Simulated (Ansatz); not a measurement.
# Calculated quadrupolar parameters for CaScBO4

The cell is a refined structure from the COD, its atoms then relaxed with PBE in this cell.

```cif
data_CaScBO4
_symmetry_space_group_name_H-M 'Pnma'
_symmetry_Int_Tables_number 62
_cell_length_a 10.2830
_cell_length_b 3.3636
_cell_length_c 9.4320
_cell_angle_alpha 90.000
_cell_angle_beta 90.000
_cell_angle_gamma 90.000
loop_
_atom_site_label
_atom_site_type_symbol
_atom_site_symmetry_multiplicity
_atom_site_Wyckoff_symbol
_atom_site_fract_x
_atom_site_fract_y
_atom_site_fract_z
Ca Ca 4 c 0.5890 0.7500 0.8429
Sc Sc 4 c 0.3914 0.2500 0.5727
B B 4 c 0.3042 0.2500 0.8647
O13 O 4 c 0.5025 0.7500 0.6159
O17 O 4 c 0.2427 0.2500 0.7338
O21 O 4 c 0.2675 0.7500 0.4897
O25 O 4 c 0.4377 0.2500 0.8750
```

One atom of each set is listed.

Computed with Ansatz: DFT, PBE, plane waves and PAW, scalar-relativistic, 420 eV cutoff, Γ-centred 2×6×3 k-points, Fermi–Dirac smearing 0.02 eV.

Conventions: |V_zz| ≥ |V_yy| ≥ |V_xx|, η = (V_xx − V_yy)/V_zz, C_Q = eQV_zz/h. ν_Q = 3|C_Q|/[2I(2I − 1)].

Ca-43: I = 7/2, Q = -40.80 mb; ⁴⁵Sc: I = 7/2, Q = -220.0 mb; 11B: I = 3/2, Q = 40.59 mb; O-17: I = 5/2, Q = -25.58 mb. Quadrupole moments are those of Pyykkö's year-2017 table.

(1) Give the quadrupolar parameters of the distinct sites.

Answers

(1) 

| site | atoms | first shell | C_Q (MHz) | η | ν_Q (MHz) |
| --- | --- | --- | --- | --- | --- |
| Ca | 4 | 7 O at 2.31–2.68 Å | 2.38 | 0.17 | 0.170 |
| Sc | 4 | 6 O at 2.07–2.25 Å | -26.3 | 0.12 | 1.88 |
| B | 4 | 3 O at 1.38–1.39 Å | 2.55 | 0.09 | 1.28 |
| O13 | 4 | 3 Sc at 2.07–2.09 Å, 1 Ca at 2.32 Å | 0.370 | 0.12 | 0.056 |
| O17 | 4 | 1 B at 1.39 Å, 1 Sc at 2.16 Å; also 2 Ca at 2.42 Å | -3.24 | 0.89 | 0.486 |
| O21 | 4 | 1 B at 1.39 Å, 2 Sc at 2.25 Å, 1 Ca at 2.42 Å | 4.18 | 0.47 | 0.627 |
| O25 | 4 | 1 B at 1.38 Å; also 3 Ca at 2.31–2.68 Å, 1 Sc at 2.89 Å | -3.14 | 0.87 | 0.470 |

At B V_zz stands upright on the plane through its three neighbours (within 1°). At O13 V_zz points along its one bond to Ca (within 7°).

The relaxation (5 steps) took 2.3 min of wall time (4.3 min of CPU time) and 1.2 GiB at its peak, on 2 threads of Intel Xeon Processor @ 2.50GHz (Skylake/Cascade Lake) (x86_64; 62 cores open to the job, memory cap 5.0 GiB, no GPU), a shared host with a load of 0.7 a core.
